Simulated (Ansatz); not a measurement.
**La (diamond): energy against volume**

Level of theory: DFT, LDA (PW92), plane waves (420 eV) with PAW, scalar-relativistic (Ansatz). (PAW data from PBE, frozen cores regenerated.)

The cell is scaled uniformly from the relaxed one, with fractional coordinates and shape fixed. Energies are extrapolated to zero smearing, pressures are those at the given smearing. Magnetic state: spin not included.

A Birch-Murnaghan fit gives V₀ = 34.50 Å³/atom, B₀ = 60 GPa, B₀′ = 5.5.

Q: What are the energy above the minimum and the pressure at 33.214 Å³/atom?

A: 9.8 meV/atom and 2.70 GPa as computed.

Q: What are the energy above the minimum and the pressure at 35.982 Å³/atom?

A: 10.8 meV/atom and -2.04 GPa as computed.

Q: What are the energy above the minimum and the pressure at 37.366 Å³/atom?

A: 37.4 meV/atom and -3.59 GPa as computed.
